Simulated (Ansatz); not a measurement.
PbS (rock salt) was relaxed and computed twice in Ansatz (plane waves, PAW), once with PBE and once with r²SCAN.

```
                                                                                                     run 1                                                                         run 2
-------------------------------  -------------------------------------------------------------------------  ----------------------------------------------------------------------------
cell                             a = 5.974 Å, b = 5.974 Å, c = 5.974 Å, α = 90.00°, β = 90.00°, γ = 90.00°  a = 6.0087 Å, b = 6.0087 Å, c = 6.0087 Å, α = 90.00°, β = 90.00°, γ = 90.00°
gap (eV)                                                                                              0.69                                                                          0.49
ΔH_f (eV/atom)                                                                                       -0.66                                                                         -0.55
B₀ by P(V) fit (GPa)                                                                                  57.8                                                                          52.7
electron conductivity mass (mₑ)                                                                       0.17                                                                          0.16
```

Problem. Which run used which functional?

Solution. Run 1 is r²SCAN, run 2 is PBE.

All cells were relaxed under the symmetry of their starts (and spin orders); stability against distortions was not tested throughout. Scalar-relativistic: spin–orbit coupling is off unless named, which matters more the heavier the elements.

Potentials: the later of the program's two PAW sets.

Ansatz (an electronic-structure program) is a plane-wave DFT program.

Formation energies count from the lowest solids of the elements computed at the same level, not from gases.
